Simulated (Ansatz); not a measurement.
VInO4:
```xyz
12
Lattice="2.8681 -4.2734 0.0000 2.8681 4.2734 0.0000 0.0000 0.0000 6.6427" Properties=species:S:1:pos:R:3 pbc="T T T"
V      2.8681    -1.2040     1.6607
V      2.8681     1.2040     4.9821
In     0.0000     0.0000     3.3214
In     0.0000     0.0000     0.0000
O      2.8681     2.1599     3.6257
O      2.8681    -2.1599     3.0170
O      2.8681    -2.1599     0.3043
O      2.8681     2.1599     6.3384
O      4.3418     0.2165     4.9821
O      1.3945    -0.2165     1.6607
O      4.3418    -0.2165     1.6607
O      1.3945     0.2165     4.9821
```

Relaxed with PBEsol.

Question: Map the electron localisation function on the plane through (0.641, 0.359, 0.250) spanned by u = [0, 0, 1] and v = [1, -1, 0] in lattice vectors, from PBEsol (plane waves, PAW; program Ansatz).

Answer: x is the fraction of u, y of v (the angle between them is 90°; rows are the nearest grid lines); atoms in the plane: V at (0.00, 0.00), V at (0.50, 0.72), In at (0.25, 0.36), In at (0.75, 0.36), O at (0.30, 0.61), O at (0.20, 0.11), O at (0.80, 0.11), O at (0.70, 0.61).
```
|7886225777531000000001357775226887|
|8986200111000000000000001110026898|
|6653000000000000000000000000003566|
|0000000000000000000000000000000000|
|0000000000000001111000000000000000|
|0000000011000378888730001100000000|
|0000001233211589889851123321000000|
|0000146899862378888732689986410000|
|0002579998888535775358888999752000|
|0001589984358962112698534899851000|
|0001479997679973113799767999741000|
|0000024789998642002468999874200000|
|0000011111111100000011111111100000|
|0001122111122100000012211112211000|
|0011221000012210000122100001221100|
|0011210000012210000122100000121100|
|0001222100122110000112210012221000|
|0001111112111000000001112111111000|
|0012333322110000000000112233332100|
|1147899999863000000003689999987411|
|0148974379996300000036999734798410|
|6534887799986310000136899977884356|
|8863489999985200000025899999843688|
|7886225777531000000001357775226887|
```
Scale: ten equal steps from 0.000 (start of '0') to 0.852 (end of '9'), in the order '0123456789'; x runs from 0.000 to 1.00, y from 0.000 (bottom) to 1.00 (top).

The density is the valence pseudo-density with augmentation charge, so density and ELF within about 1 Å of a nucleus are not all-electron values.

Space group Cmcm. The workflow started from a Materials Project entry (that database holds measured and hypothetical structures alike); the Crystallography Open Database files this formula in space group No. 63, but the cells were not matched. Whether it is the stable phase at ambient conditions was not checked. The PBEsol relaxation kept the symmetry of its start; whether a distortion lowers the energy is not shown. No spin polarisation was allowed. No Hubbard U is applied.

Potentials: the later of the program's two PAW sets.
